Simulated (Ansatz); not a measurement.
SiGe:
```xyz
10
Lattice="-1.9628 1.9628 13.8886 1.9628 -1.9628 13.8886 1.9628 1.9628 -13.8886" Properties=species:S:1:pos:R:3 pbc="T T T"
Si     0.0000     0.0000    25.0993
Si     1.9628     0.0000    12.5465
Si     0.0000     0.0000    13.8886
Si     1.9628     0.0000     1.3421
Si     0.0000     0.0000     2.6780
Ge     0.0000     1.9628     4.0627
Ge     0.0000     0.0000    19.3951
Ge     1.9628     0.0000     6.9443
Ge     0.0000     0.0000     8.3821
Ge     0.0000     1.9628     9.8259
```

Relaxed with r²SCAN.

**Question.** Give the Bader charges and basin volumes of the independent atoms, r²SCAN (plane waves, PAW; program Ansatz).

**Answer.** 

```json
[
 {"atom": "Si1", "Bader charge (e)": "+0.17", "Bader volume (Å³)": "20.0"},
 {"atom": "Si2", "Bader charge (e)": "+0.02", "Bader volume (Å³)": "20.6"},
 {"atom": "Si3", "Bader charge (e)": "-0.01", "Bader volume (Å³)": "20.7"},
 {"atom": "Ge6", "Bader charge (e)": "-0.18", "Bader volume (Å³)": "22.8"},
 {"atom": "Ge7", "Bader charge (e)": "0.00", "Bader volume (Å³)": "22.1"},
 {"atom": "Ge8", "Bader charge (e)": "0.00", "Bader volume (Å³)": "22.2"}
]
```

Space group I-4m2. The start of the workflow was typed in or built on a structure type; neither database checked (COD, Materials Project) lists it. Whether it is the stable phase at ambient conditions was not checked. The r²SCAN relaxation kept the symmetry of its start; whether a distortion lowers the energy is not shown.

Potentials: the later of the program's two PAW sets.
